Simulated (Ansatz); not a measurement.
**Sc2CO: computed property card**

Sc2CO:
```cif
data_COSc2
_chemical_formula_sum 'Sc2 C1 O1'
_space_group_name_H-M_alt 'P 1'
_space_group_IT_number 1
_cell_length_a 5.60255
_cell_length_b 5.60255
_cell_length_c 5.60255
_cell_angle_alpha 33.560
_cell_angle_beta 33.560
_cell_angle_gamma 33.560
loop_
_space_group_symop_operation_xyz
  'x, y, z'
loop_
_atom_site_label
_atom_site_type_symbol
_atom_site_fract_x
_atom_site_fract_y
_atom_site_fract_z
_atom_site_occupancy
Sc1 Sc 0.24641 0.24641 0.24641 1
Sc2 Sc 0.75359 0.75359 0.75359 1
C1 C 0.50000 0.50000 0.50000 1
O1 O 0.00000 0.00000 0.00000 1
```

Space group R-3m (No. 166); conventional cell a = b = 3.2349 Å, c = 15.8463 Å, α = β = 90.00°, γ = 120.00°.

Method: r²SCAN (plane waves, PAW; program Ansatz). Geometry: relaxed at this level of theory. Other levels are named where they apply.

### Cell and energy

- Volume per atom: 11.97 Å³
- Density: 4.09 g/cm³
- Formation energy from the elements (no fitted shifts): -2.14 eV/atom

### Electronic structure

- Electronic character: no gap, with almost no states at the Fermi level (zero-gap or semimetallic)
- Density of states at the Fermi level: 0.01 states/eV per atom (mean over ±0.08 eV)

The first step of the workflow began from a Materials Project structure, measured or hypothetical; the Crystallography Open Database copy checked does not list it. Its standing as an ambient phase is unchecked. The cell was relaxed with r²SCAN under the symmetry of its start; whether a distortion lowers the energy is not shown. No spin polarisation was allowed. A small band overlap can be real or an error of a semilocal functional. The references are the lowest solids computed at this level, not always the standard phases (solids in place of the gases).

Potentials: the later of the program's two PAW sets.
